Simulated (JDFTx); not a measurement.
System: hydrosulfide, HS (SMILES [SH-]), charge -1, multiplicity 1; geometry: a GFN2-xTB minimum in vacuum (no imaginary frequency past 20 cm⁻¹; largest PBE force component 0.5 eV/Å). Coordinates in Å:
```xyz
2

S      0.668     0.000     0.000
H     -0.668     0.000     0.000
```

All numbers are PBE, GBRV ultrasoft potentials, plane waves to 20/100 Ha results from JDFTx (a modified build), not measurements. Liquid: CANDLE, water, 2 M NaCl. The liquid run sits in a periodic box with 5 Å from the outermost atoms to the faces; the vacuum run is isolated. Solvation energy here means the total energy in the continuum liquid minus that in vacuum, same nuclei, nothing added for thermal motion or standard states.

In vacuum PBE puts this anion's highest level above zero (1.0 eV), so the vacuum reference depends somewhat on the box. The values are those of the intact species: the continuum can't coordinate to it or react with it. Single-ion values refer to zero potential in the bulk liquid, with no surface-potential term, and depend on the box by about 0.1 eV.

The solvation energy is -318 kJ/mol and the highest occupied level in the liquid (zero: bulk electrolyte) is -5.66 eV. The volume of the model's cavity is 79.65 Å³. The rough cost, vacuum and liquid run comes out as 2 min and 2 min of core time.
